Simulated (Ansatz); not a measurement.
Crystals of one structure type (rock salt) and one family of elements, relaxed and computed with plane-wave PAW PBE (Ansatz code).

```json
[
 {"crystal": "TiC", "V (Å³/atom)": "10.17", "B₀ by P(V) fit (GPa)": "250"},
 {"crystal": "HfC", "V (Å³/atom)": "12.58", "B₀ by P(V) fit (GPa)": "233"},
 {"crystal": "ZrC", "V (Å³/atom)": "13.05", "B₀ by P(V) fit (GPa)": "222"},
 {"crystal": "TiSi", "V (Å³/atom)": "16.52", "B₀ by P(V) fit (GPa)": "?"},
 {"crystal": "HfSi", "V (Å³/atom)": "19.20", "B₀ by P(V) fit (GPa)": "117"},
 {"crystal": "ZrSi", "V (Å³/atom)": "19.65", "B₀ by P(V) fit (GPa)": "113"},
 {"crystal": "ZrGe", "V (Å³/atom)": "20.56", "B₀ by P(V) fit (GPa)": "110"}
]
```

Q: Fit a straight line to ln B₀ against ln V and predict the withheld value.

A: Least squares on the 6 shown rows: ln B₀ = -1.34 × ln V + (8.752), with a scatter of 8 %. For TiSi this gives 148. The run itself gave 114, outside the scatter: the line misses something about this case.

Constructed cells (a structure type filled with these elements, in neither database checked): TiSi, rock salt; HfSi, rock salt; ZrSi, rock salt; ZrGe, rock salt. All cells were relaxed under the symmetry of their starts (and spin orders); stability against distortions was not tested throughout. Rows with no word on spin ran without spin polarisation. Scalar-relativistic: spin–orbit coupling is off unless named, which matters more the heavier the elements.

Potentials: the later of the program's two PAW sets.
